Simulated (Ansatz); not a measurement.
This cell of TiN (rock salt) is off equilibrium:

```
CELL_PARAMETERS angstrom
      0.00000     4.24674     4.24674
      2.12337     0.00000     2.12337
      2.12337     2.12337     0.00000
ATOMIC_POSITIONS crystal
  N  0.00000 0.00000 0.00000
  N  0.50000 0.00000 0.00000
  Ti 0.25000 0.50000 0.50000
  Ti 0.78956 0.42088 0.42088
```

Level of theory: PBE (plane waves to 420 eV, PAW, scalar-relativistic; Ansatz, an electronic-structure program). k mesh 15×15×15 (Γ-centred), Fermi-Dirac smearing 0.05 eV. The energy includes the smearing's −TS. Stress and pressure are positive under compression. With partly filled bands, energies and forces of such displacements shift with the k mesh and the smearing. The PAW data are Ansatz's earlier set. TiN is run without spin polarisation. TiN was relaxed with its symmetry unable to fall.

Predict the force on every atom, in eV/Å.


| atom | Fx | Fy | Fz |
|---|---|---|---|
| N1 | -3.849 | -0.166 | -0.166 |
| N2 | -0.820 | 0.189 | 0.189 |
| Ti3 | -0.686 | 0.770 | 0.770 |
| Ti4 | 5.355 | -0.793 | -0.793 |

Give the stress tensor in GPa and the pressure.


```
   30.2     -1.3     -1.3
   -1.3      0.5      0.9
   -1.3      0.9      0.5
```
The pressure, a third of the trace, is 10.4 GPa.

In it atom 4 sits (-0.336, 0.000, 0.000) Å away from its relaxed site. What is its energy relative to the relaxed cell?

713 meV/cell.

(A displaced cell: forces are minus the slopes of the energy, force constants its curvatures, and phonons follow from these.)
